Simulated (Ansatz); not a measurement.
**BiTe — coordination and Bi-209 quadrupole coupling**

Cell: a COD entry, its atoms then relaxed with PBE in this cell.

```cif
data_BiTe
_symmetry_space_group_name_H-M 'P-3m1'
_symmetry_Int_Tables_number 164
_cell_length_a 4.4220
_cell_length_b 4.4220
_cell_length_c 24.0500
_cell_angle_alpha 90.000
_cell_angle_beta 90.000
_cell_angle_gamma 120.000
loop_
_atom_site_label
_atom_site_type_symbol
_atom_site_symmetry_multiplicity
_atom_site_Wyckoff_symbol
_atom_site_fract_x
_atom_site_fract_y
_atom_site_fract_z
Bi1 Bi 2 c 0.0000 0.0000 0.1248
Bi3 Bi 2 d 0.3333 0.6667 0.2916
Bi5 Bi 2 d 0.6667 0.3333 0.4650
Te7 Te 2 d 0.3333 0.6667 0.0537
Te9 Te 2 d 0.6667 0.3333 0.2087
Te11 Te 2 c 0.0000 0.0000 0.3636
```

One atom of each set is listed.

The numbers come from a DFT calculation in Ansatz (r2SCAN, plane waves and PAW (field gradients read without the response of the frozen cores, which leaves them typically 4 to 6 % off), scalar-relativistic, 500 eV cutoff, Γ-centred 9×9×2 k-points, Fermi–Dirac smearing 0.05 eV).

Q(Bi-209) = -516.0 mb.

**Question.** Order the Bi environments from the weakest to the strongest quadrupole coupling.
A. Bi3: 6 Te at 3.08–3.24 Å
B. Bi5: 3 Bi at 3.06 Å, 3 Te at 3.53 Å
C. Bi1: 6 Te at 3.07–3.26 Å

**Answer.** C (12.0 MHz, η = 0.00), A (35.2 MHz, η = 0.00), B (52.9 MHz, η = 0.00).

An axis of threefold or higher order runs through Bi1, Bi3 and Bi5, so V_zz lies along it and η is zero.

The largest force is 0.3 eV/Å, so the atoms aren't at the calculated equilibrium and relaxing them would move these values. Spin–orbit coupling is left out, which shifts gradients on Bi by a few per cent in wide-gap crystals, and can shift them far more where the calculated gap is small or absent, as here. Newer work puts Q(²⁰⁹Bi) near −420 mb, which would lower these couplings by about a fifth. With a gap of 0.11 eV under a smearing of 0.05 eV the band edges are partly filled, so small gradients can hang on the smearing and the k-mesh.
